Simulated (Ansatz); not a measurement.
Fe (bcc (W type)), relaxed and computed with several functionals in Ansatz (plane waves, PAW).

| functional | a (Å) | spin order, net moment (μB/atom) |
|---|---|---|
| PBE+D3(BJ) | 2.804 | ferromagnetic; net 2.10 |
| r²SCAN+D4 | 2.860 | ferromagnetic; net 2.65 |
| PBEsol | 2.785 | ferromagnetic; net 2.08 |
| r²SCAN | 2.867 | ferromagnetic; net 2.65 |
| LDA | 2.751 | ferromagnetic; net 2.01 |
| PBE | 2.831 | ferromagnetic; net 2.17 |

Spin orders computed, not proven ground states: Fe, bcc (W type) with PBE+D3(BJ) ferromagnetic; Fe, bcc (W type) with r²SCAN+D4 ferromagnetic; Fe, bcc (W type) with PBEsol ferromagnetic; Fe, bcc (W type) with r²SCAN ferromagnetic; Fe, bcc (W type) with LDA ferromagnetic; Fe, bcc (W type) with PBE ferromagnetic. All cells were relaxed under the symmetry of their starts (and spin orders); stability against distortions was not tested throughout.

Potentials: the earlier of the program's two PAW sets. The files were generated under PBE; for other functionals the program regenerates the frozen cores, and for LDA and PBEsol the local potential too.

Ansatz (a first-principles code) is a plane-wave DFT program.
